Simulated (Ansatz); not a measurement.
## HfN (Fm-3m), tetragonal deformation path

The calculation used DFT r2SCAN, scalar-relativistic, plane waves, PAW (Ansatz 0.2.0). Cutoff 500 eV, Γ-centred 20×20×20 k-points, Gaussian smearing of 0.15 eV. Spin–orbit coupling is left out, which can shift energies with elements as heavy as these. No spin polarisation. Energies are free energies at this smearing, counted from the undisturbed cell; pressure is positive in compression.

The undisturbed cell (as given, not relaxed at this level; it stands at 1.4 GPa):

```
Hf N
1.0
     0.00000    2.25900    2.25900
     2.25900    0.00000    2.25900
     2.25900    2.25900    0.00000
Hf N
1 1
Direct
  0.00000 0.00000 0.00000
  0.50000 0.50000 0.50000
```

At fixed volume and fractional coordinates, lengths along (0.000, 0.000, 1.000) are scaled against those across it; ρ is that ratio over its starting value. The cell is metallic on the mesh throughout.

```tsv
ρ	ΔE (meV/atom)	pressure (GPa)
0.650	?	?
0.707	2215.1	92.9
0.780	1009.2	48.2
0.850	387.3	20.3
0.920	?	?
1.000	0.0	1.4
1.100	100.5	7.0
1.200	324.7	21.8
1.300	?	?
1.414	1016.6	66.8
1.500	1387.4	88.1
```

**Question.** Give the withheld values.

**Answer.** ΔE (meV/atom) at ρ = 0.650: 3650.5; pressure (GPa) at ρ = 0.650: 124.0; ΔE (meV/atom) at ρ = 0.920: 91.0; pressure (GPa) at ρ = 0.920: 6.1; ΔE (meV/atom) at ρ = 1.300: 609.7; pressure (GPa) at ρ = 1.300: 41.2.